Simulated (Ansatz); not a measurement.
Band gap from PBEsol minus that from r²SCAN (eV), each on its own relaxed cell (Ansatz, a first-principles code, plane waves, PAW; no spin–orbit coupling, no Hubbard U), by class (classes overlap):

| class | phases | mean | median | mean absolute | 10th percentile | 90th percentile | share above zero (%) |
|---|---|---|---|---|---|---|---|
| oxides of main-group metals | 20 | -0.73 | -0.69 | 0.73 | -1.11 | -0.43 | 0 |
| transition-metal oxides | 25 | -0.53 | -0.54 | 0.53 | -0.63 | -0.37 | 0 |
| halides | 43 | -0.84 | -0.79 | 0.84 | -1.16 | -0.59 | 0 |
| sulfides, selenides and tellurides | 31 | -0.62 | -0.61 | 0.62 | -0.84 | -0.44 | 0 |
| nitrides | 16 | -0.60 | -0.54 | 0.60 | -0.80 | -0.43 | 0 |
| phosphides, arsenides and antimonides | 20 | -0.32 | -0.34 | 0.32 | -0.51 | -0.10 | 0 |
| crystals with elements from indium on | 71 | -0.50 | -0.50 | 0.50 | -0.71 | -0.15 | 0 |
| all crystals | 178 | -0.61 | -0.60 | 0.61 | -0.96 | -0.28 | 0 |

Some cases that may be named, with their rank among the 178 from the lowest: CoCl2, R-3m (Co on 3a, Cl on 6c) -1.55 eV (rank 1); NiCl2, R-3m (Ni on 3a, Cl on 6c) -1.41 eV (rank 2); CsPbBr3, cubic perovskite -0.61 eV (rank 86); KLuS2, R-3m (Lu on 3b, K on 3a, S on 6c) -0.60 eV (rank 90); LaAs, rock salt -0.08 eV (rank 176); Ge2Sb2Te5, Cm (Pearson symbol mS18) -0.06 eV (rank 178).

The phases are those computed here (of each formula those with measured values and the lowest at some level), not a balanced benchmark, and neither functional is the truth. Pairs that end in unlike spin orders or unlike minima (c/a over 6 % apart, 30 % for weakly bound crystals), magnets with 4f shells, solids of gases and phases set aside for tests are left out.

13 of the phases carry moments, in the orders computed and without U. 1 hold 4f electrons in the valence, where a lower state may exist. 6 are weakly bound layers, chains or molecules.

Spin orders computed, not proven ground states: CoCl2, R-3m (Co on 3a, Cl on 6c) with PBEsol ferromagnetic; CoCl2, R-3m (Co on 3a, Cl on 6c) with r²SCAN ferromagnetic; NiCl2, R-3m (Ni on 3a, Cl on 6c) with PBEsol ferromagnetic; NiCl2, R-3m (Ni on 3a, Cl on 6c) with r²SCAN ferromagnetic. Not the usual ambient phase: CsPbBr3, cubic perovskite; Ge2Sb2Te5, Cm (Pearson symbol mS18). Standing as an ambient phase not checked: CoCl2, R-3m (Co on 3a, Cl on 6c); NiCl2, R-3m (Ni on 3a, Cl on 6c); KLuS2, R-3m (Lu on 3b, K on 3a, S on 6c); LaAs, rock salt. Weakly bound layers, chains or molecules computed without a dispersion correction, so cells and soft constants are ill determined: CoCl2, R-3m (Co on 3a, Cl on 6c) with PBEsol; CoCl2, R-3m (Co on 3a, Cl on 6c) with r²SCAN; NiCl2, R-3m (Ni on 3a, Cl on 6c) with PBEsol; NiCl2, R-3m (Ni on 3a, Cl on 6c) with r²SCAN. All cells were relaxed under the symmetry of their starts (and spin orders); stability against distortions was not tested throughout. Scalar-relativistic: spin–orbit coupling is off unless named, which matters more the heavier the elements.

Potentials: the later of the program's two PAW sets.

Ansatz is a plane-wave DFT program.
